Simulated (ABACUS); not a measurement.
A self-consistent single point of Pt (Fm-3m, 1 atom in the cell; from Materials Project mp-126) with ABACUS.

All values come from this method and carry its errors: ABACUS with PBE, numerical atomic orbitals DZ (confined pseudo-atomic orbitals with Gaussian additions; energy shift 0.01 Ry), PseudoDojo 0.5 standard norm-conserving PBE (tails mended) pseudopotentials.

```yaml
crystal:
  lattice:
    - [0.00000, 1.97158, 1.97158]
    - [1.97158, 0.00000, 1.97158]
    - [1.97158, 1.97158, 0.00000]
  atoms:
    - { symbol: Pt, position: [0.00000, 0.00000, 0.00000] }
```

Reference input (self-consistent single point, DFT, PBE, plane waves, PseudoDojo 0.5 standard norm-conserving PBE (tails mended) pseudopotentials): KPT = MP 19 19 19 0 0 0; basis_type = pw; dft_functional = PBE; ecutwfc = 84 Ry; smearing_method = gaussian; smearing_sigma = 0.0146997 Ry; potentials = PseudoDojo 0.5 standard norm-conserving PBE (tails mended); symmetry = 1; symmetry_prec = 1e-05; ks_solver = dav; scf_nmax = 100; scf_thr = 1.0e-09 Ry. This run's input differs from it in these lines:

```diff
@@ -3,6 +3,7 @@
 calculation          scf
-basis_type           pw
+basis_type           lcao
 pseudo_dir           ./
+orbital_dir          ./
 dft_functional       PBE
-ecutwfc              84.0
+ecutwfc              100.0
 symmetry             1
@@ -11,5 +12,5 @@
 smearing_sigma       0.0146997
-ks_solver            dav
+ks_solver            scalapack_gvx
 scf_nmax             100
-scf_thr              1.0e-09
+scf_thr              1.0e-07
 mixing_type          broyden
@@ -18,2 +19,3 @@
 cal_stress           1
+out_mul              1
 device               cpu
@@ -22,2 +24,5 @@
 Pt 195.084 Pt.upf
+
+NUMERICAL_ORBITAL
+Pt_pbe_7.0au_3s1p2d.orb
```

Log, with long lists cut:

```
 SELF-CONSISTENT
 -------------------------------------------

                  longest orb rcut (Bohr) = 7
   longest nonlocal projector rcut (Bohr) = 1.94
                     search radius (Bohr) = 17.9

                          real space grid = [ 36, 36, 36 ]
                                 init_chg = atomic

 LCAO ALGORITHM --------------- ION=   1  ELEC=   1--------------------------------

 Density error is 0.0485813812235
 E_KohnSham     -261.1376430975      -3552.9599084157
 E_Fermi        1.7736396595         24.1316055685

 LCAO ALGORITHM --------------- ION=   1  ELEC=   2--------------------------------

   [... lines left out ...]

   [... 5 blocks of this kind left out ...]

 LCAO ALGORITHM --------------- ION=   1  ELEC=   8--------------------------------

 Density error is 5.6263569275e-07
 E_KohnSham     -261.1400905357      -3552.9932075215
 E_Fermi        1.6977750440         23.0994145208

 LCAO ALGORITHM --------------- ION=   1  ELEC=   9--------------------------------

 Density error is 2.69968024063e-08
 E_KohnSham     -261.1400905357      -3552.9932075213
 E_KS(sigma->0) -261.1387056988      -3552.9743658482
 E_entropy(-TS) -0.0027696739        -0.0376833462
 E_Fermi        1.6977740947         23.0994016044
 charge density convergence is achieved
 final etot is -3552.9932075 eV
 EFERMI = 23.099401604 eV

 STATE ENERGY(eV) AND OCCUPATIONS    NSPIN == 1
   [... 13 lines left out ...]

 TOTAL-FORCE (eV/Angstrom)
                       Pt1         0.0000000000         0.0000000000         0.0000000000

 TOTAL-STRESS (KBAR)
        29.6258807447        -0.0000000000         0.0000000000
        -0.0000000000        29.6258807447         0.0000000000
        -0.0000000000         0.0000000000        29.6258807447
 TOTAL-PRESSURE: 29.625881 KBAR

 --------------------------------------------
 !FINAL_ETOT_IS -3552.9932075212554992 eV
 --------------------------------------------
```

The run converged in 9 iterations. Against the reference run the free energy goes up by 625 meV/atom and the pressure goes from 4.93 to 2.96 GPa.

The atom-centred basis is finite, which shifts total energies and pressures against plane waves. This run is one point of a test of settings, so its values need not be converged; read them against the reference run alone. The structure comes from a collection of computed structures, made at another level of theory; the collection holds predicted forms beside known ones.

The atomic orbitals were generated for these runs; they are not ABACUS's published sets and were checked against plane waves on a few crystals only.

“Tails mended”: in these copies of the files the far tail of each local potential was reset to the Coulomb form.
